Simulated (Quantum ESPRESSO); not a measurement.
pw.x input (Quantum ESPRESSO 7.5; PBEsol, PseudoDojo standard norm-conserving files, fully relativistic):

```
&CONTROL
  calculation = 'scf'
  pseudo_dir = './pseudo'
  outdir = './out'
  tprnfor = .true.
  tstress = .true.
/
&SYSTEM
  ibrav = 0
  nat = 3
  ntyp = 2
  ecutwfc = 84.0
  ecutrho = 336.0
  occupations = 'smearing'
  smearing = 'fd'
  degauss = 0.002
  nbnd = 43
  noncolin = .true.
  lspinorb = .true.
/
&ELECTRONS
  conv_thr = 3e-10
/
ATOMIC_SPECIES
K 39.0983 K.upf
Pt 195.0840 Pt.upf
CELL_PARAMETERS angstrom
  0.000000000000   3.736123560000   3.736123560000
  3.736123560000   0.000000000000   3.736123560000
  3.736123560000   3.736123560000   0.000000000000
ATOMIC_POSITIONS crystal
K   0.750000000000   0.750000000000   0.750000000000
K   0.250000000000   0.250000000000   0.250000000000
Pt   0.000000000000   0.000000000000   0.000000000000
K_POINTS automatic
6 6 6 0 0 0
```

End of the output:

```
     total energy              =    -381.48916041 Ry
     estimated scf accuracy    <       0.00000004 Ry
     total energy              =    -381.48916042 Ry
     estimated scf accuracy    <          2.7E-09 Ry
     total energy              =    -381.48916042 Ry
     estimated scf accuracy    <          5.6E-10 Ry
[...]
     the Fermi energy is     5.7516 ev
!    total energy              =    -381.48916042 Ry
     estimated scf accuracy    <          2.5E-11 Ry
     smearing contrib. (-TS)   =      -0.00000000 Ry
     internal energy E=F+TS    =    -381.48916042 Ry
     The total energy is F=E-TS. E is the sum of the following terms:
     one-electron contribution =    -216.98035485 Ry
     hartree contribution      =     115.35535127 Ry
     xc contribution           =     -72.75859534 Ry
     ewald contribution        =    -207.10556151 Ry
     convergence has been achieved in  12 iterations
     Forces acting on atoms (cartesian axes, Ry/au):
     atom    1 type  1   force =     0.00000000    0.00000000    0.00000000
     atom    2 type  1   force =    -0.00000000   -0.00000000   -0.00000000
     atom    3 type  2   force =     0.00000000    0.00000000    0.00000000
     Total force =     0.000000     Total SCF correction =     0.000000
     Computing stress (Cartesian axis) and pressure
          total   stress  (Ry/bohr**3)                   (kbar)     P=        0.75
   0.00000513   0.00000000   0.00000000            0.75        0.00        0.00
   0.00000000   0.00000513   0.00000000            0.00        0.75        0.00
   0.00000000   0.00000000   0.00000513            0.00        0.00        0.75
```
In a gapped system the printed Fermi energy is only some level inside the gap.

Geometry relaxed with PBEsol.
